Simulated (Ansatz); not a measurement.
Si12W:
```
Si12W
1.0
    7.09232     0.00000     0.00000
   -3.54616     6.14213     0.00000
    0.00000     0.00000     5.17075
W Si
1 12
Direct
  0.00000   0.00000   0.00000
  0.33415   0.00000   0.73696
  0.33415   0.00000   0.26304
  0.33415   0.33415   0.73696
  0.33415   0.33415   0.26304
  0.00000   0.33415   0.73696
  0.00000   0.33415   0.26304
  0.66585   0.00000   0.73696
  0.66585   0.00000   0.26304
  0.66585   0.66585   0.73696
  0.66585   0.66585   0.26304
  0.00000   0.66585   0.73696
  0.00000   0.66585   0.26304
```

Relaxed with PBE+D3(BJ). Special points in fractions of this cell's reciprocal vectors: Γ (0.000, 0.000, 0.000); M (0.500, 0.000, 0.000); K (0.333, 0.333, 0.000); A (0.000, 0.000, 0.500); L (0.500, 0.000, 0.500); H (0.333, 0.333, 0.500).

Task: List the band energies nearest the Fermi level at these points for DFT-PBE+D3(BJ) in the program Ansatz with PAW potentials.

Result: In eV from the Fermi level; about four levels below and three above (degenerate sets whole), none deeper than 8.9 eV; points with the same levels are listed once.

```tsv
k	below	above
Γ	-0.10 -0.10 -0.10 -0.10	0.54 0.54 0.61
M	-1.58 -1.37 -0.44 -0.25	0.47 0.90 1.08
K	-2.30 -1.76 -1.76 -1.17	0.58 0.91 0.91
A	-2.37 -2.37 -2.37 -2.22 -1.79 -1.57	0.23 0.23 0.72 0.72
L	-1.22 -0.85 -0.22 -0.05	0.10 0.27 0.45
H	-0.84 -0.84 -0.80 -0.38	0.28 0.28 1.46 1.46
```

Space group P6/mmm. The start of the workflow was typed in or built on a structure type; neither database checked (COD, Materials Project) lists it. Its standing as an ambient phase is unchecked. The PBE+D3(BJ) relaxation kept the symmetry of its start; whether a distortion lowers the energy is not shown. No spin polarisation was allowed. Its formation energy is positive at this level, so the cell may be metastable or incomplete. Spin–orbit coupling is left out wherever it is not named.

Potentials: the earlier of the program's two PAW sets.
